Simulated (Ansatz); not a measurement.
Input:

GaSb:
```xyz
8
Lattice="4.3125 0.0000 0.0000 -2.1562 3.7347 0.0000 0.0000 0.0000 14.1536" Properties=species:S:1:pos:R:3 pbc="T T T"
Ga     2.1562     1.2449    14.1503
Sb     2.1562     1.2449     2.6574
Ga     0.0000     0.0000     3.5454
Sb     0.0000     0.0000     6.1848
Ga     0.0000     2.4898     7.0736
Sb     0.0000     2.4898     9.7342
Ga     0.0000     0.0000    10.6221
Sb     0.0000     0.0000    13.2616
```

This is the PBEsol-relaxed structure.

Q: All from plane-wave PAW PBEsol (Ansatz code), unless another level is named. Give the electronic character.

A: no gap, with almost no states at the Fermi level (zero-gap or semimetallic).

Q: Give the HSE06 gap on the PBEsol cell.

A: 0.87 eV (a hybrid on a coarse mesh can open a false gap in a semimetal).

Q: What about the formation energy from the elements (no fitted shifts)?

A: -0.12 eV/atom.

Q: Next, the gap with spin–orbit coupling?

A: none (metallic).

Space group P6_3mc. The start of the workflow was typed in or built on a structure type; the Crystallography Open Database copy checked does not list it. It is not the phase usual at ambient conditions (space group No. 216). The cell was relaxed with PBEsol under the symmetry of its start; of distortions, only those at the zone centre were tested. The references are the lowest solids computed at this level, not always the standard phases. Spin–orbit coupling is left out wherever it is not named.

Potentials: the later of the program's two PAW sets.
